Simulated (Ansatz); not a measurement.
SrO:
Space group P6₃/mmc (No. 194); a = b = 3.478 Å, c = 6.086 Å, α = β = 90.00°, γ = 120.00°

```json
[
 {"atom": "Sr", "site": "2c", "symmetry": "-6m2", "x": "0.3333", "y": "0.6667", "z": "0.2500"},
 {"atom": "O", "site": "2a", "symmetry": "-3m.", "x": "0.0000", "y": "0.0000", "z": "0.0000"}
]
```

Relaxed at zero pressure with the program Ansatz at the LDA level (PAW).

Question: The volume is raised by 3 % and shape and atoms relax at that volume. What pressure results, and how do the axes share the change?

Answer: -2.8 GPa; a 1.1 %, b 1.1 %, c 0.8 %; the energy rises by 4 meV/atom.

Question: Give the new structure.

Answer: 
Space group P6₃/mmc (No. 194); a = b = 3.515 Å, c = 6.136 Å, α = β = 90.00°, γ = 120.00°

| atom | site | symmetry | x | y | z |
|---|---|---|---|---|---|
| Sr | 2c | -6m2 | 0.3333 | 0.6667 | 0.2500 |
| O | 2a | -3m. | 0.0000 | 0.0000 | 0.0000 |

The phase is kept; no other phase was compared at this pressure.

Space group P6_3/mmc (NiAs type). The workflow started from a Materials Project entry (that database holds measured and hypothetical structures alike); the Crystallography Open Database copy checked does not list it. It is not the phase usual at ambient conditions (space group No. 225). The LDA relaxation kept the symmetry of its start; its stability against distortions is not shown here.

Potentials: the later of the program's two PAW sets.
